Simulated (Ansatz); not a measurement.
AlGa$_{3}$N$_{4}$:
```xyz
8
Lattice="3.1633 0.0000 0.0000 -1.5817 2.7395 0.0000 0.0000 0.0000 10.2783" Properties=species:S:1:pos:R:3 pbc="T T T"
Ga     1.5817     0.9132     0.0282
N      1.5817     0.9132     1.9824
Ga     0.0000     0.0000     2.6256
N      0.0000     0.0000     4.5805
Ga     1.5817     0.9132     5.2274
N      1.5817     0.9132     7.1882
Al     0.0000     0.0000     7.7601
N      0.0000     0.0000     9.6517
```

Relaxed with r²SCAN.

Problem. Map the valence electron density (e/Å³), cut off at 2 on the plane through (0.667, 0.333, 0.003) spanned by u = [0, 0, 1] and v = [1, -1, 0] in lattice vectors, from plane-wave PAW r²SCAN (Ansatz code).

Solution. x is the fraction of u, y of v (the angle between them is 90°; rows are the nearest grid lines); atoms in the plane: Ga at (0.00, 0.00), N at (0.19, 0.00), Ga at (0.25, 0.33), N at (0.44, 0.33), Ga at (0.51, 0.00), N at (0.70, 0.00), Al at (0.75, 0.33), N at (0.94, 0.33).
```
|@@@=-#@@@@#:     :@@@@+-+@@@@@-.   .-@@@|
|@@@--*@@@@*:     :@@@@=-+@@@@%-.    :@@@|
|@@*::=%@@@=.     .=@@@::-#@@@+:.    :*@@|
|::.  .:--:.       .::.. .:---:.      .::|
|.     .....        ..    .....        ..|
|                                        |
|                                        |
|                                        |
|                                        |
|                                        |
|                                        |
|         ..     ....               .... |
|.       .:::.  .:--:.             .:--:.|
|:.     .:+@*-..:=*#+.           ..-+##+:|
|=.     .+@@@#::=%@@@:           .:+@@@@=|
|*:     :@@@@@=-*@@@@:.          .=%@@@@*|
|+:     :@@@@@--+@@@@:.          .-#@@@@+|
|=.     :+@@@#::=%@@@:           .:+@@@@=|
|-.    ..-*@*-..:=#%*:     ...   ..-+#%+-|
|:.    .:---:....:-==..   .:::..  ..:==-:|
|-:....:===:..   .:--:....:-==:.   ..:---|
|@@*::=%@@@+:     .+@@@::-#@@@*:.    :*@@|
|@@@--*@@@@*:     :@@@@=-+@@@@%-.    :@@@|
|@@@=-#@@@@#:     :@@@@+-+@@@@@-.   .-@@@|
```
Scale: ten equal steps from 0.031 (start of ' ') to 2.00 (end of '@'), in the order ' .:-=+*#%@'; x runs from 0.000 to 1.00, y from 0.000 (bottom) to 1.00 (top).

The density is the valence pseudo-density with augmentation charge, so density and ELF within about 1 Å of a nucleus are not all-electron values.

Space group P3m1. The start of the workflow was typed in or built on a structure type; neither database checked (COD, Materials Project) lists it. Whether it is the stable phase at ambient conditions was not checked. The cell was relaxed with r²SCAN under the symmetry of its start; whether a distortion lowers the energy is not shown.

Potentials: the earlier of the program's two PAW sets.
